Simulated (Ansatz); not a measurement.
input.yaml

```yaml
crystal:
  lattice:
    - [-1.437866326, 1.437866326, 1.437866326]
    - [1.437866326, -1.437866326, 1.437866326]
    - [1.437866326, 1.437866326, -1.437866326]
  atoms:
    - { symbol: Fe, position: [0.0, 0.0, 0.0], spin: 2.32 }
basis:
  ecutwfc: 420
kpoints:
  mp_grid: { grid: [20, 20, 20] }
hamiltonian:
  xc: pbesol
scf:
  occupations: { method: gaussian, width: 0.1 }
output:
  forces: true
  stress: true
  eigenvalues: true
  populations: true
magnetization:
  spin_polarized: true
```

Command:
```bash
ansatz run input.yaml --threads 1 --pin off --max-ram 2560MiB --backend cpu --events-out ev --progress --plain --runs-dir out
```

All numbers below come from DFT PBEsol, scalar-relativistic, plane waves, PAW in Ansatz.

Abridged output (iterations and final results):

```
SCF iter   1: F=—  HF=-4449.010949 eV  |F-HF|=—  |Δ(HF+E_count)|=         —  Δρ=8.99e-2 (↑6.97e-2 ↓8.99e-2) dr2=1.85e0  dr2_m=6.90e-2  M=2.103 μB ∫|m|=2.134 μB  β_m=0.30  ethr=3.10e-3  ⟨swp⟩=4.6  Hψ=33590  notcnv=0
Mixer restart at iter 1: flushing history
SCF iter   2: F=—  HF=-4448.242584 eV  |F-HF|=—  |Δ(HF+E_count)|=   7.68e-1  Δρ=5.40e-2 (↑5.40e-2 ↓3.04e-2) dr2=5.22e-2  dr2_m=1.84e-1  M=2.282 μB ∫|m|=2.347 μB  β_m=0.29  ethr=3.10e-3  ⟨swp⟩=3.2  Hψ=17908  notcnv=0  defer=624
SCF iter   3: F=—  HF=-4448.435080 eV  |F-HF|=—  |Δ(HF+E_count)|=   1.92e-1  Δρ=2.96e-2 (↑2.96e-2 ↓2.66e-2) dr2=3.79e-3  dr2_m=8.32e-2  M=2.246 μB ∫|m|=2.318 μB  β_m=0.64  ethr=3.26e-4  ⟨swp⟩=2.8  Hψ=14357  notcnv=0  defer=627
SCF iter   4: F=—  HF=-4448.775339 eV  |F-HF|=—  |Δ(HF+E_count)|=   3.40e-1  Δρ=1.71e-2 (↑1.71e-2 ↓2.44e-3) dr2=2.43e-2  dr2_m=8.91e-3  M=2.263 μB ∫|m|=2.365 μB  β_m=0.82  ethr=2.37e-5  ⟨swp⟩=2.3  Hψ=14026  notcnv=0  defer=627
SCF iter   5: F=—  HF=-4448.789021 eV  |F-HF|=—  |Δ(HF+E_count)|=   1.37e-2  Δρ=2.12e-3 (↑9.17e-4 ↓2.12e-3) dr2=8.33e-5  dr2_m=2.30e-4  M=2.253 μB ∫|m|=2.363 μB  β_m=0.76  ethr=2.37e-5  ⟨swp⟩=2.0  Hψ=14814  notcnv=0  defer=628
SCF iter   6: F=—  HF=-4448.789832 eV  |F-HF|=—  |Δ(HF+E_count)|=   8.11e-4  Δρ=1.43e-4 (↑1.36e-4 ↓1.43e-4) dr2=4.09e-7  dr2_m=1.89e-6  M=2.249 μB ∫|m|=2.358 μB  β_m=0.88  ethr=5.21e-7  ⟨swp⟩=1.7  Hψ=9835  notcnv=0  defer=627
SCF iter   7: F=—  HF=-4448.789838 eV  |F-HF|=—  |Δ(HF+E_count)|=   6.53e-6  Δρ=1.29e-4 (↑1.29e-4 ↓5.29e-5) dr2=4.89e-7  dr2_m=8.71e-7  M=2.249 μB ∫|m|=2.358 μB  β_m=0.85  ethr=2.56e-9  ⟨swp⟩=2.3  Hψ=11058  notcnv=0  defer=627
SCF iter   8: F=—  HF=-4448.789838 eV  |F-HF|=—  |Δ(HF+E_count)|=   6.12e-8  Δρ=1.91e-5 (↑5.81e-6 ↓1.91e-5) dr2=3.57e-8  dr2_m=1.15e-8  M=2.249 μB ∫|m|=2.358 μB  β_m=0.92  ethr=2.56e-9  ⟨swp⟩=2.3  Hψ=10067  notcnv=0  defer=627
SCF iter   9: F=-4448.789838 eV  HF=-4448.789838 eV  |F-HF|=2.77e-9  |Δ(HF+E_count)|=   3.17e-8  Δρ=3.53e-6 (↑3.53e-6 ↓2.92e-6) dr2=3.30e-9  dr2_m=5.06e-11  M=2.249 μB ∫|m|=2.358 μB  ethr=2.23e-10  ⟨swp⟩=5.2  Hψ=27262  notcnv=0
SCF 1 converged in 9 iterations: F = -4448.789838 eV  dr2 = 3.30e-9
SCF converged after 9 iterations
Magnetization: 2.2491 μB (9.1245 up, 6.8755 down)
Absolute magnetization: 2.3585 μB (∫|ρ↑−ρ↓|, with the PAW one-centre terms)
Spin contamination: 0.0368 ħ² per cell (⟨S²⟩ above its minimum at these occupations)
Per-site moments (μB) at R_I (Å): [(2.29278486, 1.02731373)]
Free energy (F): -4448.789838 eV
Harris-Foulkes:  -4448.789838 eV  (|F-HF|=2.77e-9)
Internal energy: -4448.785001 eV  (E = F + TS)
E sigma→0 (E₀):  -4448.787419 eV
Entropy (-TS):   -0.004837 eV (-4.837 meV/atom)
Fermi energy:    17.337530 eV
--- Per-component energies (eV) ---
  E_band       = -227.649624
  E_kinetic    = 349.176909
  E_local      = -2119.789715  (includes V_loc(G=0)·N_el)
  E_nonlocal   = 220.285604
  E_hartree    = 885.485382
  E_xc         = -116.563888
  E_vxc        = -150.689852  (∫ρ·V_xc dr)
  E_paw        = -1335.051124  (= ΣΔE_a)
  E_vpaw       = -297.607603  (= ΣTr[D̂ρ^β])
  E_aug_tail   = 0.000815  (compensation charges beyond the density's cutoff)
  E_ewald      = -2332.508186
  E_core_change = 0.179202  (= ΣΔE_core)
  E_smearing   = -0.004837  (= −TS)
--- Forces (eV/Å), atoms counted from 1 ---
  atom   1  Fe     0.00000000     0.00000000     0.00000000
--- Stress (GPa, compression-positive) ---
      -16.660825       0.000000       0.000000
        0.000000     -16.660825       0.000000
        0.000000       0.000000     -16.660825
  P = ⅓ Tr σ = -16.6608 GPa (-166.608 kbar)
--- Band table (eV; the first three rows and the last of 512) ---
  k-point 0 ↑: bands = ["-70.3929", "-36.3497", "-36.3497", "-36.3497", "9.0194", "15.1179", "15.1179", "15.1179", "16.3057", "16.3057", "41.2318", "41.2318", "41.2318", "46.4121"]
  k-point 1 ↑: bands = ["-70.3913", "-36.3586", "-36.3526", "-36.3496", "9.1201", "15.0910", "15.1162", "15.1707", "16.2783", "16.3078", "40.5961", "41.1051", "41.1695", "45.8721"]
  k-point 2 ↑: bands = ["-70.3866", "-36.3844", "-36.3613", "-36.3496", "9.4175", "15.0135", "15.1043", "15.3260", "16.2108", "16.3144", "39.0356", "40.6414", "41.0074", "45.0870"]
  k-point 255 ↓: bands = ["-67.5927", "-34.0031", "-34.0031", "-34.0031", "14.5575", "14.5575", "19.7006", "19.7006", "19.7006", "27.1258", "27.1258", "27.1258", "33.6025", "33.6025"]
--- Löwdin populations: 1 site ---
  site symbol q [e]    m [muB]
     0     Fe     15.7742     2.3179
  spilling = 0.014110 (of n_electrons = 16.000000)
```

The run converged.

It took 4.6 s on 1 thread of Intel(R) Xeon(R) 6975P-C (Granite Rapids) (shared host), peak memory 0.41 GiB.